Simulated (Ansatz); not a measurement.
Ansatz input file:

```yaml
crystal:
  lattice:
    - [0.0, 5.741261, 5.741261]
    - [5.741261, 0.0, 5.741261]
    - [5.741261, 5.741261, 0.0]
  atoms:
    - { symbol: Cs, position: [0.5, 0.5, 0.5] }
    - { symbol: Rb, position: [0.75, 0.75, 0.75] }
    - { symbol: Rb, position: [0.25, 0.25, 0.25] }
    - { symbol: Sc, position: [0.0, 0.0, 0.0] }
    - { symbol: Cl, position: [0.782526, 0.217474, 0.217474] }
    - { symbol: Cl, position: [0.217474, 0.217474, 0.782526] }
    - { symbol: Cl, position: [0.217474, 0.782526, 0.782526] }
    - { symbol: Cl, position: [0.217474, 0.782526, 0.217474] }
    - { symbol: Cl, position: [0.782526, 0.217474, 0.782526] }
    - { symbol: Cl, position: [0.782526, 0.782526, 0.217474] }
basis:
  ecutwfc: 500
kpoints:
  mp_grid: { grid: [4, 4, 4] }
hamiltonian:
  xc: r2scan
scf:
  occupations: { method: gaussian, width: 0.02 }
output:
  forces: true
  stress: true
  eigenvalues: true
relax:
  adjacent_minimum: "off"
  f_tol: 0.005
  max_steps: 80
  cell: { stress_tol: 0.05 }
```

Run as
```bash
ansatz run input.yaml --threads 2 --pin off --max-ram 5120MiB --backend cpu --events-out ev --progress --plain --runs-dir out
```

Method: DFT r2SCAN, scalar-relativistic, plane waves, PAW in Ansatz 0.2.0.

Part of what the program printed, abridged:

```
Pseudopotentials: kind: paw
Pseudopotential: Cs, paw, valence charge 9, recommended cutoff 500 eV (meta_gga)
Pseudopotential: Rb, paw, valence charge 9, recommended cutoff 500 eV (meta_gga)
Pseudopotential: Sc, paw, valence charge 11, recommended cutoff 500 eV (meta_gga)
Pseudopotential: Cl, paw, valence charge 7, recommended cutoff 500 eV (meta_gga)
Functional definition: r2SCAN
Crystal: 10 atoms, lattice volume = 378.488 Å³
Basis set: ecut = 500 eV, 9577 PW (Γ), exchange–correlation on 240×240×240 points (64 copies of the dense FFT grid, shifted against one another)
Bands: 50, of which v1, the nominal top of the filled ones, is band 40 counted from 1 (39 counted from 0)
Symmetry: 48 space group operations
Space group: Fm-3m (ITA 225), of the structure as read, at distance tolerance 7.2e-5 Å
k-points: 8 of 64
Initial density: superposition of atomic densities (neutral atoms: chi_scale 0, normalization atom), corrected by the library's trained network
Initial wavefunctions: pseudopotential atomic-orbital guess
Functional: x = r2scan, c = r2scan; τ floored in thin density (d = 2e-4 eV/Å³)
SCF iter   1: F=—  HF=-20906.541484 eV  |F-HF|=—  |Δ(HF+E_count)|=         —  Δρ=4.65e-3  dr2=7.91e-2  dr2_τ=2.12e-2  ethr=1.77e-3  ⟨swp⟩=9.0  Hψ=1813  notcnv=0
SCF iter   2: F=—  HF=-20906.616195 eV  |F-HF|=—  |Δ(HF+E_count)|=   7.47e-2  Δρ=2.06e-3  dr2=9.01e-3  dr2_τ=1.05e-3  ethr=9.89e-5  ⟨swp⟩=3.4  Hψ=891  notcnv=0  defer=29
SCF iter   3: F=—  HF=-20906.615873 eV  |F-HF|=—  |Δ(HF+E_count)|=   3.23e-4  Δρ=7.19e-4  dr2=1.24e-3  dr2_τ=1.27e-4  ethr=1.13e-5  ⟨swp⟩=2.0  Hψ=590  notcnv=0  defer=29
SCF iter   4: F=—  HF=-20906.616045 eV  |F-HF|=—  |Δ(HF+E_count)|=   1.73e-4  Δρ=1.42e-4  dr2=7.80e-5  dr2_τ=1.10e-5  ethr=1.55e-6  ⟨swp⟩=2.4  Hψ=688  notcnv=0  defer=29
SCF iter   5: F=—  HF=-20906.615625 eV  |F-HF|=—  |Δ(HF+E_count)|=   4.20e-4  Δρ=2.73e-5  dr2=4.15e-6  dr2_τ=8.40e-7  ethr=9.74e-8  ⟨swp⟩=3.0  Hψ=845  notcnv=0  defer=29
SCF iter   6: F=—  HF=-20906.615629 eV  |F-HF|=—  |Δ(HF+E_count)|=   3.65e-6  Δρ=8.41e-6  dr2=2.91e-7  dr2_τ=2.15e-8  ethr=5.19e-9  ⟨swp⟩=2.0  Hψ=587  notcnv=0  defer=29
SCF iter   7: F=-20906.615629 eV  HF=-20906.615629 eV  |F-HF|=6.53e-9  |Δ(HF+E_count)|=   4.27e-7  Δρ=1.77e-6  dr2=1.64e-8  dr2_τ=2.65e-9  ethr=1.25e-10  ⟨swp⟩=13.4  Hψ=1993  notcnv=0
SCF 1 converged in 7 iterations: F = -20906.615629 eV  dr2 = 1.64e-8
relax step   1: F+E_penalty+E_count = -20906.61562904 eV  Δ(F+E_penalty+E_count) = +0.000e0 eV  max|allowed force component| = 6.993e-2 eV/Å  Δτ_max = 0.0000 Å  P = -0.456 GPa  Ω = 378.488 Å³  (7 SCF iters, dr2 threshold 1.00e-7 eV, accepted)
Crystal: 10 atoms, lattice volume = 373.905 Å³
Basis set: ecut = 500 eV, 9409 PW (Γ), exchange–correlation on 240×240×240 points (64 copies of the dense FFT grid, shifted against one another)
Initial density: handed on by an earlier stage of this run
Initial wavefunctions: those handed on with the density
SCF iter   1: F=—  HF=-20906.617768 eV  |F-HF|=—  |Δ(HF+E_count)|=         —  Δρ=4.89e-4  dr2=2.22e-3  dr2_τ=3.94e-3  ethr=3.25e-6  ⟨swp⟩=2.4  Hψ=1858  notcnv=0
SCF iter   2: F=—  HF=-20906.625667 eV  |F-HF|=—  |Δ(HF+E_count)|=   7.90e-3  Δρ=1.88e-4  dr2=2.71e-4  dr2_τ=2.51e-5  ethr=2.78e-6  ⟨swp⟩=3.2  Hψ=802  notcnv=0
SCF iter   3: F=—  HF=-20906.625180 eV  |F-HF|=—  |Δ(HF+E_count)|=   4.87e-4  Δρ=1.03e-4  dr2=9.06e-5  dr2_τ=1.07e-6  ethr=3.38e-7  ⟨swp⟩=1.0  Hψ=400  notcnv=0
SCF iter   4: F=—  HF=-20906.625159 eV  |F-HF|=—  |Δ(HF+E_count)|=   2.05e-5  Δρ=2.94e-5  dr2=3.76e-6  dr2_τ=1.57e-7  ethr=1.13e-7  ⟨swp⟩=2.1  Hψ=616  notcnv=0
SCF iter   5: F=-20906.625161 eV  HF=-20906.625161 eV  |F-HF|=7.78e-8  |Δ(HF+E_count)|=   2.26e-6  Δρ=5.66e-6  dr2=2.05e-7  dr2_τ=2.63e-8  ethr=6.51e-10  ⟨swp⟩=8.4  Hψ=2053  notcnv=0
SCF 2 converged in 5 iterations: F = -20906.625161 eV  dr2 = 2.05e-7
relax step   2: F+E_penalty+E_count = -20906.62516135 eV  Δ(F+E_penalty+E_count) = -9.532e-3 eV  max|allowed force component| = 2.329e-2 eV/Å  Δτ_max = 0.0026 Å  P = -0.154 GPa  Ω = 373.905 Å³  energy of the carried Pulay correction = +3.920e-4 eV  (5 SCF iters, dr2 threshold 5.21e-7 eV, accepted)
Crystal: 10 atoms, lattice volume = 368.462 Å³
Basis set: ecut = 500 eV, 9377 PW (Γ), exchange–correlation on 240×240×240 points (64 copies of the dense FFT grid, shifted against one another)
SCF iter   1: F=—  HF=-20906.619792 eV  |F-HF|=—  |Δ(HF+E_count)|=         —  Δρ=4.96e-4  dr2=1.40e-3  dr2_τ=1.25e-2  ethr=1.71e-6  ⟨swp⟩=2.9  Hψ=2146  notcnv=0
SCF iter   2: F=—  HF=-20906.628200 eV  |F-HF|=—  |Δ(HF+E_count)|=   8.41e-3  Δρ=2.44e-4  dr2=4.86e-4  dr2_τ=1.34e-5  ethr=1.71e-6  ⟨swp⟩=4.0  Hψ=860  notcnv=0
SCF iter   3: F=—  HF=-20906.628074 eV  |F-HF|=—  |Δ(HF+E_count)|=   1.26e-4  Δρ=1.19e-4  dr2=1.01e-4  dr2_τ=2.48e-6  ethr=6.08e-7  ⟨swp⟩=2.2  Hψ=551  notcnv=0
SCF iter   4: F=—  HF=-20906.628058 eV  |F-HF|=—  |Δ(HF+E_count)|=   1.59e-5  Δρ=3.38e-5  dr2=4.89e-6  dr2_τ=2.71e-7  ethr=1.26e-7  ⟨swp⟩=2.0  Hψ=650  notcnv=0
SCF iter   5: F=—  HF=-20906.627629 eV  |F-HF|=—  |Δ(HF+E_count)|=   4.29e-4  Δρ=1.32e-5  dr2=7.35e-7  dr2_τ=1.03e-7  ethr=6.12e-9  ⟨swp⟩=2.0  Hψ=720  notcnv=0
SCF iter   6: F=-20906.627629 eV  HF=-20906.627629 eV  |F-HF|=3.47e-8  |Δ(HF+E_count)|=   9.31e-8  Δρ=3.19e-6  dr2=5.31e-8  dr2_τ=6.18e-9  ethr=7.38e-11  ⟨swp⟩=5.4  Hψ=1958  notcnv=0
SCF 3 converged in 6 iterations: F = -20906.627629 eV  dr2 = 5.31e-8
relax step   3: F+E_penalty+E_count = -20906.62762892 eV  Δ(F+E_penalty+E_count) = -2.468e-3 eV  max|allowed force component| = 3.038e-2 eV/Å  Δτ_max = 0.0115 Å  P = +0.027 GPa  Ω = 368.462 Å³  energy of the carried Pulay correction = +8.639e-4 eV  (6 SCF iters, dr2 threshold 5.90e-8 eV, accepted)
Crystal: 10 atoms, lattice volume = 369.848 Å³
SCF iter   1: F=—  HF=-20906.627369 eV  |F-HF|=—  |Δ(HF+E_count)|=         —  Δρ=1.61e-4  dr2=1.10e-4  dr2_τ=1.54e-3  ethr=1.95e-7  ⟨swp⟩=2.0  Hψ=1847  notcnv=0
SCF iter   2: F=—  HF=-20906.628463 eV  |F-HF|=—  |Δ(HF+E_count)|=   1.09e-3  Δρ=7.00e-5  dr2=3.46e-5  dr2_τ=9.84e-7  ethr=1.38e-7  ⟨swp⟩=2.0  Hψ=800  notcnv=0
SCF iter   3: F=—  HF=-20906.628011 eV  |F-HF|=—  |Δ(HF+E_count)|=   4.52e-4  Δρ=2.96e-5  dr2=4.78e-6  dr2_τ=2.82e-7  ethr=4.32e-8  ⟨swp⟩=2.1  Hψ=565  notcnv=0
SCF iter   4: F=—  HF=-20906.628010 eV  |F-HF|=—  |Δ(HF+E_count)|=   2.36e-7  Δρ=1.23e-5  dr2=5.97e-7  dr2_τ=4.15e-8  ethr=5.98e-9  ⟨swp⟩=2.0  Hψ=649  notcnv=0
SCF iter   5: F=—  HF=-20906.628011 eV  |F-HF|=—  |Δ(HF+E_count)|=   3.09e-7  Δρ=4.73e-6  dr2=1.26e-7  dr2_τ=1.61e-8  ethr=7.47e-10  ⟨swp⟩=2.0  Hψ=713  notcnv=0
SCF iter   6: F=-20906.628011 eV  HF=-20906.628011 eV  |F-HF|=8.40e-9  |Δ(HF+E_count)|=   1.53e-8  Δρ=1.13e-6  dr2=4.91e-9  dr2_τ=4.77e-10  ethr=7.21e-11  ⟨swp⟩=6.2  Hψ=1612  notcnv=0
SCF 4 converged in 6 iterations: F = -20906.628011 eV  dr2 = 4.91e-9
relax step   4: F+E_penalty+E_count = -20906.62801077 eV  Δ(F+E_penalty+E_count) = -3.818e-4 eV  max|allowed force component| = 1.261e-3 eV/Å  Δτ_max = 0.0045 Å  P =  0.000 GPa  Ω = 369.848 Å³  energy of the carried Pulay correction = +7.431e-4 eV  (6 SCF iters, dr2 threshold 5.77e-8 eV, accepted)
Initial wavefunctions: pseudopotential atomic-orbital guess (no wavefunctions were taken with the density)
SCF iter   1: F=—  HF=-20906.626981 eV  |F-HF|=—  |Δ(HF+E_count)|=         —  Δρ=2.42e-5  dr2=2.20e-7  dr2_τ=1.75e-6  ethr=5.04e-8  ⟨swp⟩=4.4  Hψ=3178  notcnv=0
SCF iter   2: F=—  HF=-20906.627286 eV  |F-HF|=—  |Δ(HF+E_count)|=   3.05e-4  Δρ=1.26e-5  dr2=5.98e-8  dr2_τ=9.18e-8  ethr=2.75e-10  ⟨swp⟩=2.1  Hψ=733  notcnv=0
SCF iter   3: F=—  HF=-20906.627286 eV  |F-HF|=—  |Δ(HF+E_count)|=   3.26e-7  Δρ=7.46e-7  dr2=1.39e-9  dr2_τ=3.82e-10  ethr=7.47e-11  ⟨swp⟩=2.0  Hψ=715  notcnv=0
SCF iter   4: F=—  HF=-20906.627286 eV  |F-HF|=—  |Δ(HF+E_count)|=   1.11e-9  Δρ=2.07e-7  dr2=1.38e-10  dr2_τ=1.99e-11  ethr=1.74e-12  ⟨swp⟩=2.0  Hψ=688  notcnv=0
SCF iter   5: F=-20906.627286 eV  HF=-20906.627286 eV  |F-HF|=2.55e-11  |Δ(HF+E_count)|=  1.09e-10  Δρ=5.73e-8  dr2=2.26e-11  dr2_τ=2.41e-12  ethr=1.00e-12  ⟨swp⟩=6.8  Hψ=1600  notcnv=0
SCF 5 converged in 5 iterations: F = -20906.627286 eV  dr2 = 2.26e-11
SCF converged after 5 iterations
Free energy (F): -20906.627286 eV
Harris-Foulkes:  -20906.627286 eV  (|F-HF|=2.55e-11)
Internal energy: -20906.627286 eV  (E = F + TS)
E sigma→0 (E₀):  -20906.627286 eV
Fermi energy:    2.819495 eV
--- Per-component energies (eV) ---
  E_band       = -708.432690
  E_kinetic    = 1756.361039
  E_local      = -4806.353746  (includes V_loc(G=0)·N_el)
  E_nonlocal   = 619.795116
  E_hartree    = 1613.480303
  E_xc         = -1141.005926
  E_vxc        = -1397.094074  (∫ρ·V_xc dr)
  E_paw        = -15324.315570  (= ΣΔE_a)
  E_vpaw       = -185.182314  (= ΣTr[D̂ρ^β])
  E_aug_tail   = 0.000219  (compensation charges beyond the density's cutoff)
  E_vtau       = 77.080495  (kinetic-family band-sum trace: ∫τ·v_τ [+ j·A + Jᵃ·Aᵃ] dr)
  E_ewald      = -3623.287813
  E_core_change = -1.300908  (= ΣΔE_core)
  E_smearing   =  0.000000  (= −TS)
--- Forces (eV/Å), atoms counted from 1 ---
  atom   1  Cs     0.00000000     0.00000000     0.00000000
  atom   2  Rb     0.00000000     0.00000000     0.00000000
  atom   3  Rb     0.00000000     0.00000000     0.00000000
  atom   4  Sc     0.00000000     0.00000000     0.00000000
  atom   5  Cl     0.00123953     0.00000000     0.00000000
  atom   6  Cl     0.00000000     0.00000000     0.00123953
  atom   7  Cl    -0.00123953     0.00000000     0.00000000
  atom   8  Cl     0.00000000     0.00123953     0.00000000
  atom   9  Cl     0.00000000    -0.00123953     0.00000000
  atom  10  Cl     0.00000000     0.00000000    -0.00123953
--- Stress (GPa, compression-positive) ---
       -0.000684       0.000000       0.000000
        0.000000      -0.000684       0.000000
        0.000000       0.000000      -0.000684
  P = ⅓ Tr σ = -0.0007 GPa (-0.007 kbar)
--- Band table (eV; the first three rows and the last of 8) ---
  k-point 0: bands = ["-49.3625", "-26.9761", "-26.9761", "-26.9761", "-25.4870", "-25.4865", "-18.6389", "-12.9591", "-12.6088", "-12.6088", "-12.6088", "-12.5694", "-12.5694", "-8.9808", "-8.9808", "-8.9808", "-8.9703", "-8.9703", "-8.9703", "-5.2955", "-5.2955", "-5.2955", "-1.9680", "-1.1593", "-1.1593", "-1.1348", "-1.1348", "-1.1348", "-0.8354", "-0.8354", "-0.8354", "-0.0232", "-0.0232", "-0.0232", "0.2229", "0.2229", "0.2229", "0.5082", "0.5082", "0.5082", "5.1549", "5.1549", "5.1549", "5.7425", "6.6342", "6.6342", "7.5128", "7.8349", "7.8349", "8.3730"]
  k-point 1: bands = ["-49.3625", "-26.9761", "-26.9761", "-26.9761", "-25.4869", "-25.4865", "-18.6388", "-12.9728", "-12.6043", "-12.6043", "-12.5958", "-12.5748", "-12.5748", "-8.9780", "-8.9780", "-8.9746", "-8.9705", "-8.9705", "-8.9674", "-5.3243", "-5.2946", "-5.2946", "-1.7835", "-1.1258", "-1.1258", "-1.1171", "-1.0772", "-1.0772", "-0.9523", "-0.8151", "-0.8151", "-0.1024", "-0.1024", "0.0112", "0.0258", "0.1448", "0.1448", "0.4526", "0.4526", "0.4663", "5.2049", "5.2337", "5.2337", "6.1628", "6.7675", "6.7675", "7.5724", "8.0728", "8.0728", "8.2021"]
  k-point 2: bands = ["-49.3625", "-26.9761", "-26.9761", "-26.9761", "-25.4867", "-25.4867", "-18.6387", "-12.9856", "-12.5969", "-12.5969", "-12.5837", "-12.5830", "-12.5830", "-8.9737", "-8.9737", "-8.9724", "-8.9724", "-8.9670", "-8.9660", "-5.3519", "-5.2937", "-5.2937", "-1.4939", "-1.1864", "-1.0874", "-1.0874", "-1.0628", "-1.0126", "-1.0126", "-0.7873", "-0.7873", "-0.2106", "-0.2106", "-0.1905", "0.0532", "0.0862", "0.0862", "0.3895", "0.3895", "0.4168", "5.2527", "5.3116", "5.3116", "6.9092", "6.9092", "7.0679", "7.0865", "8.1196", "8.2909", "8.2909"]
  k-point 7: bands = ["-49.3625", "-26.9761", "-26.9761", "-26.9761", "-25.4867", "-25.4867", "-18.6387", "-12.9706", "-12.6129", "-12.6129", "-12.5865", "-12.5844", "-12.5676", "-8.9707", "-8.9706", "-8.9706", "-8.9699", "-8.9672", "-8.9668", "-5.3131", "-5.2860", "-5.2860", "-1.8096", "-1.2136", "-1.1047", "-1.0850", "-1.0850", "-0.9248", "-0.8740", "-0.8643", "-0.8643", "-0.1101", "-0.1101", "-0.0789", "0.0052", "0.1434", "0.1434", "0.2311", "0.3975", "0.3975", "5.2737", "5.2737", "5.3943", "6.5431", "6.8090", "7.5019", "7.5019", "8.1939", "8.2124", "8.5104"]
--- Relaxed structure (4 steps of the walk, 4 accepted, 1 SCFs on fresh bases) ---
  F+E_penalty+E_count = -20906.62728589 eV   max|allowed force component| = 1.240e-3 eV/Å   (the final SCF, on the basis selected at the relaxed cell)
  cell:  # Å, volume = 369.8482 Å³
    - [0.0, 5.69723973, 5.69723973]
    - [5.69723973, 0.0, 5.69723973]
    - [5.69723973, 5.69723973, 0.0]
  atoms:
    - { symbol: Cs, position: [0.5, 0.5, 0.5] }
    - { symbol: Rb, position: [0.75, 0.75, 0.75] }
    - { symbol: Rb, position: [0.25, 0.25, 0.25] }
    - { symbol: Sc, position: [0.0, 0.0, 0.0] }
    - { symbol: Cl, position: [0.78213334, 0.21786665, 0.21786665] }
    - { symbol: Cl, position: [0.21786665, 0.21786665, 0.78213334] }
    - { symbol: Cl, position: [0.21786665, 0.78213334, 0.78213334] }
    - { symbol: Cl, position: [0.21786665, 0.78213334, 0.21786665] }
    - { symbol: Cl, position: [0.78213334, 0.21786665, 0.78213334] }
    - { symbol: Cl, position: [0.78213334, 0.78213334, 0.21786665] }
```

The relaxation met its thresholds.

Time: 110 s on 2 threads of AMD EPYC (Zen 3), with other jobs on the host, peak memory 1.7 GiB.